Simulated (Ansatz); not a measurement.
YGePd in space group Imm2 (No. 44; Pearson symbol oI36), plane-wave PAW PBE (Ansatz code), all energies at zero smearing, with the estimated change up to a 700 eV cutoff added, with one set of potentials and settings (totals compare only within such a set). Cell of 18 atoms (6 Y, 6 Ge, 6 Pd): -90717.051 eV.

```csv
element,reference phase,E (eV/atom)
Y,"P6_3/mmc, 2 atoms in the cell",-3848.6668
Ge,"Fd-3m, 2 atoms in the cell",-4294.9847
Pd,"Fm-3m, 1 atoms in the cell",-6972.8544
```

Formation energy per atom, worked out: (-90717.051 − 6×(-3848.6668) − 6×(-4294.9847) − 6×(-6972.8544))/18 = -1.001 eV/atom (-97 kJ per mol of atoms), at 0 K, without zero-point energy or fitted corrections.

The workflow started from a Materials Project entry (that database holds measured and hypothetical structures alike); the Crystallography Open Database copy checked does not list it. With Ge and Pd taken as one species the cell has the higher symmetry Imma, so it may be an ordered model of a mixed-site phase. Whether it is the stable phase at ambient conditions was not checked. Symmetry was held in the PBE relaxation; whether a distortion lowers the energy is not shown. The run is not spin-polarised. The references are the lowest solids computed at this level, not always the standard phases.

Potentials: the later of the program's two PAW sets.
